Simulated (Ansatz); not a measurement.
# SiO2: excitons and shallow donors from band masses and screening

Level of theory: DFT r2SCAN, scalar-relativistic, plane waves, PAW in Ansatz.

Settings: cutoff 500 eV, Γ-centred mesh 6×6×4 on the computed 18-atom cell, Gaussian smearing of 0.02 eV; no spin polarisation.

Relaxed cell: P6_522, a = 7.298 Å, b = 7.298 Å, c = 7.016 Å, α = 90.00°, β = 90.00°, γ = 120.00°, 18 atoms in the primitive cell. This form isn't the usual stable structure of the compound.

The calculation gives a Kohn–Sham gap of 6.37 eV, an electron mass of 0.621 mₑ and a hole mass of 5.84 mₑ (harmonic means over x, y, z and over the bands degenerate at each edge), and ε∞ = 1.98 (independent particles, mean of the diagonal). Masses and screening differ among the axes, which the isotropic model averages.

Question: Estimate the binding energy and radius of a Wannier–Mott exciton and of a shallow donor, and say whether the hydrogenic model can hold.

Answer: The reduced mass is μ = mₙmₕ/(mₙ + mₕ) = 0.562 mₑ, with mₙ and mₕ the band masses. With E_b = 13.606 eV × μ/ε² and a = 0.529 Å × ε/μ (μ in mₑ) the exciton has E_b = 1943 meV and a = 1.9 Å. For a donor μ is the electron mass: 2150 meV and 1.7 Å. The radius isn't large against the shortest lattice vector (7.02 Å), so the continuum picture is doubtful and the numbers are only a scale. In a polar crystal the ions screen too, so a state bound more weakly than an optical phonon feels the larger static constant, which lowers the energy and widens the orbit. The other way, the small Kohn–Sham gap and the missing local fields make ε∞ too large and the masses tend to be too light, which underbinds. The edges lie at different points of the zone, so the exciton is indirect.

Cost: 4 runs of about 49 core-minutes in all, on Oxide Virtual Turin-like Processor (Zen 5) (shared hosts).